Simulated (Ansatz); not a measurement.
**KHg2: a fit and a missing row**

KHg2, Imma, a = 5.098 Å, b = 8.072 Å, c = 8.760 Å. The structure is a COD entry; whether it is the stable form wasn't checked. Ansatz: PBEsol, PAW, 420 eV, Γ-centred 8×8×8 mesh on 6 atoms, Gaussian smearing 0.10 eV; no spin polarisation. Shape and atoms are relaxed at each volume; pressure is positive in compression.

| V (Å³/atom) | P (GPa) |
| --- | --- |
| 27.338 | 2.45 |
| 28.239 | 1.51 |
| 29.141 | 0.71 |
| 30.042 | 0.00 |
| 30.943 | ? |
| 31.844 | -0.95 |
| 33.046 | -1.38 |

Q: Take V0 = 30.042 Å³/atom, fit the third-order Birch–Murnaghan form to the other rows, and predict the missing pressure.

A: With the Eulerian strain f = ½[(V0/V)^(2/3) − 1] and y = P/[3f(1 + 2f)^(5/2)], the form is the line y = B0 + 1.5 B0 (B0′ − 4) f. Rows (f, y): 0.03245, 21.51; 0.02106, 21.56; 0.01025, 21.95; -0.01905, 18.32; -0.03078, 17.52. Means f = 0.002786, y = 20.172; Σ(Δf)² = 0.002873, ΣΔfΔy = 0.2078; the slope is their ratio. y = 19.97 + 72.32 f GPa, so B0 = 20.0 GPa and B0′ = 4 + 2 × (72.32)/(3 × 19.97) = 6.41. At V = 30.943, f = -0.00975, y = 19.265 and P = -0.54 GPa. The run gave -0.54 GPa, the same to the digits shown.

Spin–orbit coupling is left out, which can shift energies with elements as heavy as these.